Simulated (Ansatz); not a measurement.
A relaxed cell of Al4Ni is given with its symmetry left out. The cell was found from a structure generator's guess, not taken from experiment.

The calculation used DFT PBE, scalar-relativistic, plane waves, PAW (Ansatz 0.2.0). Cutoff 420 eV, Γ-centred mesh, Gaussian smearing, no spin polarisation.

```
CELL_PARAMETERS angstrom
-3.91162 3.91162 1.30198
3.91162 -3.91162 1.30198
3.91162 3.91162 -1.30198
ATOMIC_POSITIONS crystal
Al 0.00000 0.72673 0.72673
Al 0.00000 0.27327 0.27327
Al 0.27327 0.00000 0.27327
Al 0.72673 0.00000 0.72673
Ni 0.50000 0.50000 0.00000
```

The zero of energy is the elements' standard structures at the same level; no fitted shifts are applied.

Task: What space group does it have?

Result: I4/mmm (No. 139). Conventional cell: a = 7.823 Å, c = 2.604 Å. Al is surrounded by 2 Ni at 2.50 Å, 2 Al at 2.60 Å, 4 Al at 2.83 Å and 2 Al at 3.02 Å; Ni has 8 Al at 2.50 Å and 2 Ni at 2.60 Å.

Task: How far does it lie from the elements in energy?

Result: −0.20 eV/atom. It lies below the elements, which doesn't yet make it stable against other compounds or structures.

Task: Is it a metal?

Result: Yes, bands cross the Fermi level on the 14×14×14 mesh.

The last run used a 14×14×14 mesh for its 5-atom cell and Gaussian smearing of 0.10 eV. Trial moments died out on the coarse mesh, so the last step has no spin; another magnetic start might hold. A later test with randomly moved atoms ended 2 meV/atom lower on a coarse mesh, in Fmmm at a loose tolerance, which is no clear verdict on its stability.
